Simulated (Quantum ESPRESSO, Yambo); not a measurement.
## G0W0 results for CsSrF3

Space group Pm-3m (No. 221); a = b = c = 4.7633 Å, α = β = γ = 90.00°

```csv
atom,site,symmetry,x,y,z
F,3c,4/mm.m,0.0000,0.5000,0.5000
Sr,1b,m-3m,0.5000,0.5000,0.5000
Cs,1a,m-3m,0.0000,0.0000,0.0000
```

The geometry is that of Materials Project entry mp-8397, symmetrised and not relaxed again.

Starting point: norm-conserving PBEsol (Quantum ESPRESSO, 84 Ry, without SOC). G0W0 in Yambo: 2×2×2 Γ-centred k mesh, 154 bands and a 7 Ry block in the screening, 154 bands in G with the Bruneval-Gonze terminator, plasmon pole fitted at 27.2 eV.

```json
{
 "PBEsol gap along the band path": "6.26 eV",
 "PBEsol gap between the mesh's edge points (Γ → Γ)": "6.26 eV",
 "G0W0 gap between the same points": "9.55 eV"
}
```

| k point | band | E PBEsol (eV) | E QP (eV) | shift (eV) | Z |
|---|---|---|---|---|---|
| Γ | VB | 0.00 | -2.23 | -2.23 | 0.81 |
| Γ | CB | 6.26 | 7.31 | 1.05 | 0.89 |
| X | VB | -0.01 | -2.28 | -2.27 | 0.81 |
| X | CB | 7.89 | 9.08 | 1.19 | 0.88 |
| M | VB | -0.02 | -2.29 | -2.28 | 0.80 |
| M | CB | 8.17 | 9.52 | 1.34 | 0.88 |
| R | VB | -0.01 | -2.26 | -2.26 | 0.80 |
| R | CB | 8.48 | 9.75 | 1.28 | 0.88 |

Energies count from the PBEsol valence-band maximum.

Nearest settings tried, and what they do to the gap: 100 bands in G: +7 meV; 100 bands in W, 100 bands in G: +59 meV; 6 Ry block (203 vectors against 257): +4 meV. Not varied: mesh. So the settings aren't converged at that level. The k mesh is coarse.

The cell is held in this high symmetry; tilts and polar distortions were not searched.

The structure is a Materials Project entry; no match was found in the copy of COD used, and its stability was not checked.
